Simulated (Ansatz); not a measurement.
Input:

Al:
```xyz
6
Lattice="0.0000 3.7152 3.7152 3.7152 0.0000 3.7152 3.7152 3.7152 0.0000" Properties=species:S:1:pos:R:3 pbc="T T T"
Al     5.5728     5.5728     5.5728
Al     3.7152     3.7152     3.7152
Al     2.7864     0.9288     2.7864
Al     0.9288     0.9288     0.9288
Al     0.9288     2.7864     2.7864
Al     2.7864     2.7864     0.9288
```

This is the PBEsol-relaxed structure.

### Question
All from PBEsol (plane waves, PAW; program Ansatz), unless another level is named. Predict the bulk modulus (Birch–Murnaghan fit).

### Answer
697 kbar.

### Question
Next, the highest zone-centre frequency?

### Answer
500 cm⁻¹.

### Question
Give the elastic constants (relaxed ions, GPa).

### Answer
C11 = 93.2, C12 = 58.6, C44 = 32.3.

Space group Fd-3m. The start of the workflow was typed in or built on a structure type; neither database checked (COD, Materials Project) lists it. It is not the phase usual at ambient conditions (space group No. 225). Symmetry was held in the PBEsol relaxation. At this level the phase is dynamically unstable (imaginary phonons). As this level gives no gap, shear constants depend on the k-mesh and smearing (Fermi–Dirac, 0.1 eV here). As this level gives no gap, phonon frequencies hold no LO–TO term and depend on the k-mesh and smearing (Fermi–Dirac, 0.1 eV here).

Potentials: the later of the program's two PAW sets.
